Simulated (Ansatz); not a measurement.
Geometry optimisation in Ansatz: input, command and trajectory.

```yaml
crystal:
  lattice:
    - [2.2232746872, 1.2836082391, 10.7228906756]
    - [-2.2232746872, 1.2836082391, 10.7228906756]
    - [0.0, -2.5672164782, 10.7228906756]
  atoms:
    - { symbol: Bi, position: [0.3972076361, 0.3972076361, 0.3972076361] }
    - { symbol: Bi, position: [0.6027923639, 0.6027923639, 0.6027923639] }
    - { symbol: Te, position: [0.0, 0.0, 0.0] }
    - { symbol: Te, position: [0.2160333159, 0.2160333159, 0.2160333159] }
    - { symbol: Te, position: [0.7839666841, 0.7839666841, 0.7839666841] }
basis:
  ecutwfc: 420
kpoints:
  mp_grid: { grid: [12, 12, 12] }
hamiltonian:
  xc: lda
scf:
  occupations: { method: gaussian, width: 0.02 }
output:
  forces: true
  stress: true
  eigenvalues: true
relax:
  adjacent_minimum: "off"
  f_tol: 0.005
  max_steps: 50
  cell: { stress_tol: 0.05 }
```

```bash
ansatz run input.yaml --threads 2 --pin off --max-ram 5120MiB --backend cpu --events-out ev --progress --plain --runs-dir out
```

The calculation used Ansatz 0.2.0, DFT LDA, scalar-relativistic, plane waves, PAW.

Of 8 frames 8 are shown, positions in Å and forces in eV/Å; the SCF threshold varies from step to step. Steps run on the plane waves of an earlier cell, with a Pulay correction in the pressure. The basis is chosen afresh for the last frame, the zero of the energies, and at times for earlier ones too; energy and pressure step there, also at an unchanged geometry. The mark taken_back stands on steps that the optimiser undid.

```xyz
5
Lattice="2.2233 1.2836 10.7229 -2.2233 1.2836 10.7229 0.0000 -2.5672 10.7229" Properties=species:S:1:pos:R:3:forces:R:3 pbc="T T T" step=1 free_energy_over_end_meV_per_atom=41.19 pressure_GPa=-3.24
Bi    0.0000    0.0000   12.7776    0.0000    0.0000    0.0433
Bi    0.0000    0.0000   19.3910    0.0000    0.0000   -0.0433
Te    0.0000    0.0000    0.0000    0.0000    0.0000    0.0000
Te    0.0000    0.0000    6.9495    0.0000    0.0000    0.2293
Te    0.0000    0.0000   25.2192    0.0000    0.0000   -0.2293
5
Lattice="2.1339 1.2320 10.2070 -2.1339 1.2320 10.2070 0.0000 -2.4640 10.2070" Properties=species:S:1:pos:R:3:forces:R:3 pbc="T T T" step=2 free_energy_over_end_meV_per_atom=7.36 pressure_GPa=1.56
Bi    0.0000    0.0000   12.2123    0.0000    0.0000   -0.0087
Bi    0.0000    0.0000   18.4088    0.0000    0.0000    0.0087
Te    0.0000    0.0000    0.0000    0.0000    0.0000    0.0000
Te    0.0000    0.0000    6.4735    0.0000    0.0000   -0.2136
Te    0.0000    0.0000   24.1476    0.0000    0.0000    0.2136
5
Lattice="2.1620 1.2482 10.1515 -2.1620 1.2482 10.1515 0.0000 -2.4965 10.1515" Properties=species:S:1:pos:R:3:forces:R:3 pbc="T T T" step=3 free_energy_over_end_meV_per_atom=0.72 pressure_GPa=0.03
Bi    0.0000    0.0000   12.1726    0.0000    0.0000   -0.0297
Bi    0.0000    0.0000   18.2820    0.0000    0.0000    0.0297
Te    0.0000    0.0000    0.0000    0.0000    0.0000    0.0000
Te    0.0000    0.0000    6.4046    0.0000    0.0000   -0.0501
Te    0.0000    0.0000   24.0500    0.0000    0.0000    0.0501
5
Lattice="2.1756 1.2561 9.9855 -2.1756 1.2561 9.9855 0.0000 -2.5121 9.9855" Properties=species:S:1:pos:R:3:forces:R:3 pbc="T T T" step=4 free_energy_over_end_meV_per_atom=-0.41 pressure_GPa=0.14
Bi    0.0000    0.0000   11.9807    0.0000    0.0000   -0.0265
Bi    0.0000    0.0000   17.9757    0.0000    0.0000    0.0265
Te    0.0000    0.0000    0.0000    0.0000    0.0000    0.0000
Te    0.0000    0.0000    6.2839    0.0000    0.0000   -0.0742
Te    0.0000    0.0000   23.6725    0.0000    0.0000    0.0742
5
Lattice="2.1728 1.2545 9.9318 -2.1728 1.2545 9.9318 0.0000 -2.5090 9.9318" Properties=species:S:1:pos:R:3:forces:R:3 pbc="T T T" step=5 free_energy_over_end_meV_per_atom=-0.33 pressure_GPa=0.12 taken_back
Bi    0.0000    0.0000   11.9376    0.0000    0.0000   -0.0062
Bi    0.0000    0.0000   17.8577    0.0000    0.0000    0.0062
Te    0.0000    0.0000    0.0000    0.0000    0.0000    0.0000
Te    0.0000    0.0000    6.2015    0.0000    0.0000    0.0559
Te    0.0000    0.0000   23.5937    0.0000    0.0000   -0.0559
5
Lattice="2.1759 1.2562 9.9716 -2.1759 1.2562 9.9716 0.0000 -2.5125 9.9716" Properties=species:S:1:pos:R:3:forces:R:3 pbc="T T T" step=6 free_energy_over_end_meV_per_atom=-0.64 pressure_GPa=-0.02
Bi    0.0000    0.0000   11.9684    0.0000    0.0000    0.0276
Bi    0.0000    0.0000   17.9464    0.0000    0.0000   -0.0276
Te    0.0000    0.0000    0.0000    0.0000    0.0000    0.0000
Te    0.0000    0.0000    6.2549    0.0000    0.0000    0.0133
Te    0.0000    0.0000   23.6599    0.0000    0.0000   -0.0133
5
Lattice="2.1760 1.2563 9.9668 -2.1760 1.2563 9.9668 0.0000 -2.5126 9.9668" Properties=species:S:1:pos:R:3:forces:R:3 pbc="T T T" step=7 free_energy_over_end_meV_per_atom=-0.66 pressure_GPa=0.00
Bi    0.0000    0.0000   11.9664    0.0000    0.0000    0.0006
Bi    0.0000    0.0000   17.9341    0.0000    0.0000   -0.0006
Te    0.0000    0.0000    0.0000    0.0000    0.0000    0.0000
Te    0.0000    0.0000    6.2506    0.0000    0.0000    0.0003
Te    0.0000    0.0000   23.6500    0.0000    0.0000   -0.0003
5
Lattice="2.1760 1.2563 9.9668 -2.1760 1.2563 9.9668 0.0000 -2.5126 9.9668" Properties=species:S:1:pos:R:3:forces:R:3 pbc="T T T" step=8 free_energy_over_end_meV_per_atom=0.00 pressure_GPa=-0.01
Bi    0.0000    0.0000   11.9664    0.0000    0.0000    0.0005
Bi    0.0000    0.0000   17.9341    0.0000    0.0000   -0.0005
Te    0.0000    0.0000    0.0000    0.0000    0.0000    0.0000
Te    0.0000    0.0000    6.2506    0.0000    0.0000    0.0003
Te    0.0000    0.0000   23.6500    0.0000    0.0000   -0.0003
```

It took 5.8 min on 2 threads of Arm Neoverse V2, on a shared host, peak memory 1.2 GiB.

Spin–orbit coupling is left out, which can shift energies with elements as heavy as these. The cell holds layers, and where no dispersion correction was added their binding is poorly described.